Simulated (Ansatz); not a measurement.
Here is the system:

SiGe:
```xyz
2
Lattice="1.4374 0.8299 4.7168 -1.4374 0.8299 4.7168 0.0000 -1.6597 4.7168" Properties=species:S:1:pos:R:3 pbc="T T T"
Ge     0.0000     0.0000     0.0000
Si     0.0000     0.0000     7.0753
```

This is the r²SCAN-relaxed structure.

Task: All from r²SCAN in the plane-wave PAW code Ansatz, unless another level is named. Predict the electronic character.

Result: metallic (no gap).

Task: Give the density of states at the Fermi level.

Result: 0.42 states/eV per atom (mean over ±0.08 eV).

Task: Next, the gap with spin–orbit coupling?

Result: none (metallic).

Space group R-3m. The start of the workflow was typed in or built on a structure type; neither database checked (COD, Materials Project) lists it. Whether it is the stable phase at ambient conditions was not checked. The r²SCAN relaxation kept the symmetry of its start; its stability against distortions is not shown here. Its formation energy is positive at this level, so the cell may be metastable or incomplete. Spin–orbit coupling is left out wherever it is not named.

Potentials: the later of the program's two PAW sets.
